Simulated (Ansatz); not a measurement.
Geometry optimisation in Ansatz: input, command and trajectory.

```yaml
crystal:
  lattice:
    - [0.0, 3.7199884518, 3.7199884518]
    - [3.7199884518, 0.0, 3.7199884518]
    - [3.7199884518, 3.7199884518, 0.0]
  atoms:
    - { symbol: Sc, position: [0.0, 0.0, 0.0] }
    - { symbol: Sc, position: [0.25, 0.25, 0.25] }
    - { symbol: Nb, position: [0.625, 0.625, 0.625] }
    - { symbol: Nb, position: [0.125, 0.625, 0.625] }
    - { symbol: Nb, position: [0.625, 0.625, 0.125] }
    - { symbol: Nb, position: [0.625, 0.125, 0.625] }
basis:
  ecutwfc: 420
kpoints:
  mp_grid: { grid: [4, 4, 4] }
hamiltonian:
  xc: pbe
scf:
  occupations: { method: gaussian, width: 0.1 }
  lower_state_search: "off"
output:
  forces: true
  stress: true
  eigenvalues: true
relax:
  adjacent_minimum: "off"
  f_tol: 0.04
  max_steps: 70
  cell: { stress_tol: 0.4 }
```

```bash
ansatz run input.yaml --threads 1 --pin off --max-ram 2560MiB --backend cpu --events-out ev --progress --plain --runs-dir out
```

Computed with DFT PBE, scalar-relativistic, plane waves, PAW (Ansatz 0.2.0).

Of 5 frames 5 are shown, positions in Å and forces in eV/Å; the SCF threshold varies from step to step. Steps run on the plane waves of an earlier cell, with a Pulay correction in the pressure. The basis is chosen afresh for the last frame, the zero of the energies, and at times for earlier ones too; energy and pressure step there, also at an unchanged geometry.

```xyz
6
Lattice="0.0000 3.7200 3.7200 3.7200 0.0000 3.7200 3.7200 3.7200 0.0000" Properties=species:S:1:pos:R:3:forces:R:3 pbc="T T T" step=1 free_energy_over_end_meV_per_atom=262.39 pressure_GPa=28.40
Sc    0.0000    0.0000    0.0000    0.0000    0.0000    0.0000
Sc    1.8600    1.8600    1.8600    0.0000    0.0000    0.0000
Nb    4.6500    4.6500    4.6500    0.0000    0.0000    0.0000
Nb    4.6500    2.7900    2.7900    0.0000    0.0000    0.0000
Nb    2.7900    2.7900    4.6500    0.0000    0.0000    0.0000
Nb    2.7900    4.6500    2.7900    0.0000    0.0000    0.0000
6
Lattice="0.0000 3.9013 3.9013 3.9013 0.0000 3.9013 3.9013 3.9013 0.0000" Properties=species:S:1:pos:R:3:forces:R:3 pbc="T T T" step=2 free_energy_over_end_meV_per_atom=11.29 pressure_GPa=4.62
Sc    0.0000    0.0000    0.0000    0.0000    0.0000    0.0000
Sc    1.9507    1.9507    1.9507    0.0000    0.0000    0.0000
Nb    4.8767    4.8767    4.8767    0.0000    0.0000    0.0000
Nb    4.8767    2.9260    2.9260    0.0000    0.0000    0.0000
Nb    2.9260    2.9260    4.8767    0.0000    0.0000    0.0000
Nb    2.9260    4.8767    2.9260    0.0000    0.0000    0.0000
6
Lattice="0.0000 3.9408 3.9408 3.9408 0.0000 3.9408 3.9408 3.9408 0.0000" Properties=species:S:1:pos:R:3:forces:R:3 pbc="T T T" step=3 free_energy_over_end_meV_per_atom=1.11 pressure_GPa=0.91
Sc    0.0000    0.0000    0.0000    0.0000    0.0000    0.0000
Sc    1.9704    1.9704    1.9704    0.0000    0.0000    0.0000
Nb    4.9260    4.9260    4.9260    0.0000    0.0000    0.0000
Nb    4.9260    2.9556    2.9556    0.0000    0.0000    0.0000
Nb    2.9556    2.9556    4.9260    0.0000    0.0000    0.0000
Nb    2.9556    4.9260    2.9556    0.0000    0.0000    0.0000
6
Lattice="0.0000 3.9508 3.9508 3.9508 0.0000 3.9508 3.9508 3.9508 0.0000" Properties=species:S:1:pos:R:3:forces:R:3 pbc="T T T" step=4 free_energy_over_end_meV_per_atom=0.68 pressure_GPa=0.04
Sc    0.0000    0.0000    0.0000    0.0000    0.0000    0.0000
Sc    1.9754    1.9754    1.9754    0.0000    0.0000    0.0000
Nb    4.9385    4.9385    4.9385    0.0000    0.0000    0.0000
Nb    4.9385    2.9631    2.9631    0.0000    0.0000    0.0000
Nb    2.9631    2.9631    4.9385    0.0000    0.0000    0.0000
Nb    2.9631    4.9385    2.9631    0.0000    0.0000    0.0000
6
Lattice="0.0000 3.9508 3.9508 3.9508 0.0000 3.9508 3.9508 3.9508 0.0000" Properties=species:S:1:pos:R:3:forces:R:3 pbc="T T T" step=5 free_energy_over_end_meV_per_atom=0.00 pressure_GPa=0.05
Sc    0.0000    0.0000    0.0000    0.0000    0.0000    0.0000
Sc    1.9754    1.9754    1.9754    0.0000    0.0000    0.0000
Nb    4.9385    4.9385    4.9385    0.0000    0.0000    0.0000
Nb    4.9385    2.9631    2.9631    0.0000    0.0000    0.0000
Nb    2.9631    2.9631    4.9385    0.0000    0.0000    0.0000
Nb    2.9631    4.9385    2.9631    0.0000    0.0000    0.0000
```

The start puts this composition into another compound's structure type, which needn't suit it. At the end the space group is Fd-3m (tolerance 0.05 Å).

It took 14 s on 1 thread of Arm Neoverse V1 (shared host), peak memory 0.4 GiB.

The k mesh is coarse. Spin polarisation was left out, and a magnetic state may lie lower.